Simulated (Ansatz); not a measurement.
Structure relaxation, Ir

The start is a relaxed Ir cell, doubled along one cell vector, shaken by Gaussian noise of σ = 0.08 Å a coordinate. The cell and all atomic positions are relaxed at zero pressure with PBEsol (plane waves to 420 eV, PAW, scalar-relativistic; Ansatz, an electronic-structure program). First-step values are on the input's coarse k-mesh.

Ansatz input (later rounds restart from its end on a renewed k-mesh):
Ansatz 0.2 input:
```yaml
crystal:
  lattice:
    - [4.2276625956, 0, 0]
    - [-4.2276625956, 7.3225264128, 0]
    - [0, 0, 4.8121937648]
  atoms:
    - { symbol: Ir, position: [-0.003396235, 0.0100522209, 0.2279305562] }
    - { symbol: Ir, position: [-0.021428246, 0.4826851715, 0.2672358638] }
    - { symbol: Ir, position: [-0.0133092966, -0.0099447706, 0.7465855678] }
    - { symbol: Ir, position: [0.0170163955, 0.506370336, 0.7465066534] }
    - { symbol: Ir, position: [0.2798595608, 0.3041193218, 0.2605694188] }
    - { symbol: Ir, position: [0.3359990127, 0.835748365, 0.2426293268] }
    - { symbol: Ir, position: [0.6639897996, 0.1571999338, 0.7481909521] }
    - { symbol: Ir, position: [0.6476750651, 0.6654038943, 0.8011346678] }
basis: { ecutwfc: 420, ecutrho_ratio: 4, xc_grid: 2, fft_grid_basis: typed }
kpoints: { mp_grid: { grid: [9, 5, 7] } }
hamiltonian:
  xc: pbesol
  dispersion: none
  pseudopotentials: { kind: paw }
scf: { occupations: { method: fermi_dirac, width: 0.05 } }
relax: { f_tol: 0.01, max_steps: 100, cell: { stress_tol: 0.02 } }
output: { forces: true, stress: true }
```

**Question.** How large is the pressure on the unrelaxed cell, and of which sign?

**Answer.** +3.5 GPa (positive: the cell is compressed).

**Question.** What is the largest force in the starting geometry, and on which atom (counted from 1)?

**Answer.** 4.87 eV/Å, on Ir5 (atoms numbered as listed).

**Question.** By how much does the energy per atom fall from start to end?

**Answer.** 1.61 eV/atom.

**Question.** How does the volume per atom move from start to end?

**Answer.** -24.2 %, from 18.62 to 14.11 Å³/atom.

**Question.** Does it find its way back to the structure it was made from?

**Answer.** It does not go back: it reaches P6₃/mmc (No. 194), hcp (Mg type), 1.57 eV/atom below the parent.

**Question.** How do the shortest distances between atoms change?

**Answer.** The closest pairs of elements (up to four, under 3.6 Å), start → end: Ir–Ir 2.16 → 2.71 Å.

**Question.** Write out the relaxed structure.

**Answer.** 
Space group P6₃/mmc (No. 194); a = b = 2.7192 Å, c = 4.4080 Å, α = β = 90.00°, γ = 120.00°

```json
[
 {"atom": "Ir", "site": "2c", "symmetry": "-6m2", "x": "0.3333", "y": "0.6667", "z": "0.2500"}
]
```

Final values are on a 20×20×11 k-mesh of the relaxed cell. No spin polarisation in the result.

The relaxed structure here is a generated cell of Ir: the first start was made by placing the elements on the sites of a structure type, and the end was not matched to a known phase here, so it may be hypothetical. Known forms of Ir include space group No. 225.
